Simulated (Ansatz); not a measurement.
Relaxation of a generated cell, Be placed in the AFLOW prototype A_oC8_64_f (A11, as in Ga); 4 atoms in the cell, which starts as Cmce (No. 64), oS8; a = 3.3760 Å, b = 5.7182 Å, c = 3.3768 Å, α = β = γ = 90.00°. The numbers are results of PBE (plane waves to 420 eV, PAW, scalar-relativistic; Ansatz, a quantum-chemistry and plane-wave program), not measurements. Γ-centred k-mesh 11×11×10 on the run's cell (coarser than for final values), Fermi–Dirac smearing 0.05 eV. This is the first round of the run. 

The optimiser's lines from the output (shortened; P is positive under compression):

```
relax step   1: F+E_penalty+E_count = -366.85249022 eV  Δ(F+E_penalty+E_count) = +0.000e0 eV  max|allowed force component| = 1.480e0 eV/Å  Δτ_max = 0.0000 Å  P = +31.555 GPa  Ω = 32.594 Å³  (6 SCF iters, dr2 threshold 1.00e-7 eV, accepted)
relax step   2: F+E_penalty+E_count = -367.55858554 eV  Δ(F+E_penalty+E_count) = -7.061e-1 eV  max|allowed force component| = 7.281e-1 eV/Å  Δτ_max = 0.0364 Å  P = +17.911 GPa  Ω = 35.494 Å³  (5 SCF iters, dr2 threshold 4.00e-7 eV, accepted)
relax step   3: F+E_penalty+E_count = -368.00178059 eV  Δ(F+E_penalty+E_count) = -4.432e-1 eV  max|allowed force component| = 4.612e-1 eV/Å  Δτ_max = 0.0494 Å  P = +9.434 GPa  Ω = 37.788 Å³  (5 SCF iters, dr2 threshold 4.00e-7 eV, accepted)
relax step   4: F+E_penalty+E_count = -368.32011349 eV  Δ(F+E_penalty+E_count) = -3.183e-1 eV  max|allowed force component| = 5.345e-1 eV/Å  Δτ_max = 0.0503 Å  P = +5.969 GPa  Ω = 38.315 Å³  (5 SCF iters, dr2 threshold 4.00e-7 eV, accepted)
relax step   5: F+E_penalty+E_count = -368.63415819 eV  Δ(F+E_penalty+E_count) = -3.140e-1 eV  max|allowed force component| = 4.307e-1 eV/Å  Δτ_max = 0.0575 Å  P = +1.490 GPa  Ω = 39.127 Å³  (5 SCF iters, dr2 threshold 4.00e-7 eV, accepted)
relax step   6: F+E_penalty+E_count = -368.96949643 eV  Δ(F+E_penalty+E_count) = -3.353e-1 eV  max|allowed force component| = 3.082e-1 eV/Å  Δτ_max = 0.0616 Å  P = -1.293 GPa  Ω = 38.882 Å³  (6 SCF iters, dr2 threshold 4.00e-7 eV, accepted)
relax step   7: F+E_penalty+E_count = -369.15697601 eV  Δ(F+E_penalty+E_count) = -1.875e-1 eV  max|allowed force component| = 1.070e-1 eV/Å  Δτ_max = 0.0394 Å  P = -1.380 GPa  Ω = 37.611 Å³  (5 SCF iters, dr2 threshold 4.00e-7 eV, accepted)
relax step   8: F+E_penalty+E_count = -369.16848073 eV  Δ(F+E_penalty+E_count) = -1.150e-2 eV  max|allowed force component| = 4.869e-2 eV/Å  Δτ_max = 0.0113 Å  P = +0.987 GPa  Ω = 36.442 Å³  (5 SCF iters, dr2 threshold 4.00e-7 eV, accepted)
relax step   9: F+E_penalty+E_count = -369.20182426 eV  Δ(F+E_penalty+E_count) = -3.334e-2 eV  max|allowed force component| = 4.908e-2 eV/Å  Δτ_max = 0.0085 Å  P = -0.864 GPa  Ω = 36.835 Å³  (5 SCF iters, dr2 threshold 4.00e-7 eV, accepted)
relax step  10: F+E_penalty+E_count = -369.28054787 eV  Δ(F+E_penalty+E_count) = -7.872e-2 eV  max|allowed force component| = 4.203e-2 eV/Å  Δτ_max = 0.0082 Å  P = +1.720 GPa  Ω = 35.474 Å³  (4 SCF iters, dr2 threshold 4.00e-7 eV, accepted)
relax step  11: F+E_penalty+E_count = -369.34053261 eV  Δ(F+E_penalty+E_count) = -5.998e-2 eV  max|allowed force component| = 2.086e-1 eV/Å  Δτ_max = 0.0095 Å  P = +1.953 GPa  Ω = 34.796 Å³  (4 SCF iters, dr2 threshold 4.00e-7 eV, accepted)
relax step  12: F+E_penalty+E_count = -369.39084574 eV  Δ(F+E_penalty+E_count) = -5.031e-2 eV  max|allowed force component| = 7.081e-3 eV/Å  Δτ_max = 0.0238 Å  P = +1.842 GPa  Ω = 34.022 Å³  (5 SCF iters, dr2 threshold 4.00e-7 eV, accepted)
relax step  13: F+E_penalty+E_count = -369.44193435 eV  Δ(F+E_penalty+E_count) = -5.109e-2 eV  max|allowed force component| = 3.219e-1 eV/Å  Δτ_max = 0.0145 Å  P = +1.906 GPa  Ω = 33.458 Å³  (5 SCF iters, dr2 threshold 4.00e-7 eV, accepted)
relax step  14: F+E_penalty+E_count = -369.57620954 eV  Δ(F+E_penalty+E_count) = -1.343e-1 eV  max|allowed force component| = 6.409e-2 eV/Å  Δτ_max = 0.0120 Å  P = +4.173 GPa  Ω = 33.156 Å³  (5 SCF iters, dr2 threshold 4.00e-7 eV, accepted)
relax step  15: F+E_penalty+E_count = -369.64807794 eV  Δ(F+E_penalty+E_count) = -7.187e-2 eV  max|allowed force component| = 4.945e-2 eV/Å  Δτ_max = 0.0103 Å  P = +2.478 GPa  Ω = 34.094 Å³  (5 SCF iters, dr2 threshold 4.00e-7 eV, accepted)
relax step  16: F+E_penalty+E_count = -369.62697726 eV  Δ(F+E_penalty+E_count) = +2.110e-2 eV  max|allowed force component| = 3.183e-2 eV/Å  Δτ_max = 0.0154 Å  P = +3.454 GPa  Ω = 34.250 Å³  (6 SCF iters, dr2 threshold 4.00e-7 eV, rejected (line search))
relax step  17: F+E_penalty+E_count = -369.66171376 eV  Δ(F+E_penalty+E_count) = -1.364e-2 eV  max|allowed force component| = 1.675e-2 eV/Å  Δτ_max = 0.0051 Å  P = +1.006 GPa  Ω = 34.654 Å³  (8 SCF iters, accepted)
relax step  18: F+E_penalty+E_count = -369.66268815 eV  Δ(F+E_penalty+E_count) = -9.744e-4 eV  max|allowed force component| = 3.770e-2 eV/Å  Δτ_max = 0.0033 Å  P = -0.586 GPa  Ω = 35.189 Å³  (4 SCF iters, dr2 threshold 4.00e-7 eV, accepted)
relax step  19: F+E_penalty+E_count = -369.66318114 eV  Δ(F+E_penalty+E_count) = -4.930e-4 eV  max|allowed force component| = 1.831e-2 eV/Å  Δτ_max = 0.0030 Å  P = +0.103 GPa  Ω = 35.020 Å³  (4 SCF iters, dr2 threshold 4.00e-7 eV, accepted)
relax step  20: F+E_penalty+E_count = -369.66326360 eV  Δ(F+E_penalty+E_count) = -8.246e-5 eV  max|allowed force component| = 9.135e-4 eV/Å  Δτ_max = 0.0009 Å  P = +0.002 GPa  Ω = 35.044 Å³  (3 SCF iters, dr2 threshold 2.22e-7 eV, accepted)
relax step  21: F+E_penalty+E_count = -369.66326483 eV  Δ(F+E_penalty+E_count) = -1.228e-6 eV  max|allowed force component| = 1.612e-4 eV/Å  Δτ_max = 0.0000 Å  P = -0.003 GPa  Ω = 35.045 Å³  (4 SCF iters, dr2 threshold 6.33e-9 eV, accepted)
relax step  22: F+E_penalty+E_count = -369.72338749 eV  Δ(F+E_penalty+E_count) = -6.012e-2 eV  max|allowed force component| = 1.558e-2 eV/Å  Δτ_max = 0.0000 Å  P = +0.874 GPa  Ω = 35.045 Å³  stress off target by 2.33e0 GPa  SCF on the basis re-selected at this cell (its energy is not comparable with the rows above)  (6 SCF iters)
relax step  23: F+E_penalty+E_count = -369.72833368 eV  Δ(F+E_penalty+E_count) = -4.946e-3 eV  max|allowed force component| = 1.282e-2 eV/Å  Δτ_max = 0.0008 Å  P = -0.052 GPa  Ω = 35.671 Å³  (5 SCF iters, dr2 threshold 4.00e-7 eV, accepted)
relax step  24: F+E_penalty+E_count = -369.72861369 eV  Δ(F+E_penalty+E_count) = -2.800e-4 eV  max|allowed force component| = 1.212e-2 eV/Å  Δτ_max = 0.0030 Å  P = +0.167 GPa  Ω = 35.709 Å³  (5 SCF iters, dr2 threshold 4.00e-7 eV, accepted)
relax step  25: F+E_penalty+E_count = -369.72878661 eV  Δ(F+E_penalty+E_count) = -1.729e-4 eV  max|allowed force component| = 1.259e-3 eV/Å  Δτ_max = 0.0017 Å  P = +0.004 GPa  Ω = 35.740 Å³  (4 SCF iters, dr2 threshold 4.00e-7 eV, accepted)
relax step  26: F+E_penalty+E_count = -369.72878989 eV  Δ(F+E_penalty+E_count) = -3.277e-6 eV  max|allowed force component| = 1.280e-4 eV/Å  Δτ_max = 0.0002 Å  P = +0.002 GPa  Ω = 35.747 Å³  (4 SCF iters, dr2 threshold 4.32e-9 eV, accepted)
relax step  27: F+E_penalty+E_count = -369.72891064 eV  Δ(F+E_penalty+E_count) = -1.208e-4 eV  max|allowed force component| = 1.279e-4 eV/Å  Δτ_max = 0.0000 Å  P = +0.002 GPa  Ω = 35.747 Å³  stress off target by 9.12e-3 GPa  SCF on the basis re-selected at this cell (its energy is not comparable with the rows above)  (5 SCF iters)
```

From the first to the last row the energy changes by -0.72 eV/atom and the volume by +9.7 %. The last row is marked as not comparable with the walk above it, whose basis was carried along; it does compare with step 1, since both stand on a basis selected at the nominal cutoff for their own cell.

Energy and pressure jump between steps 21 and 22 at one geometry, where the plane-wave basis was selected anew. While the cell walks, the set of plane waves is carried along, so its effective cutoff drifts with the strain; re-selecting it at 420 eV moved the energy by -0.015 eV/atom and the pressure by 0.9 GPa. Only step 1 and rows on a re-selected basis compare with each other.

Step 16 was rejected by the optimiser.

Later rounds, restarted from the end of this one on a renewed k-mesh, logged 11 more steps and released under 0.01 eV/atom more. The final structure after all rounds: Fmmm (No. 69), oF8; a = 2.275 Å, b = 3.625 Å, c = 8.646 Å, α = β = γ = 90.00°. Between re-selections the logged energies stand on a plane-wave basis carried along with the cell. No spin polarisation in the result.

The run could not lower the symmetry of its start; a shaken copy of this end point relaxes with PBE to P6₃/mmc (No. 194), 0.33 eV/atom lower.

The relaxed structure here is a generated cell of Be: the first start was made by placing the elements on the sites of a structure type, and the end was not matched to a known phase here, so it may be hypothetical. Known forms of Be include space group No. 194.
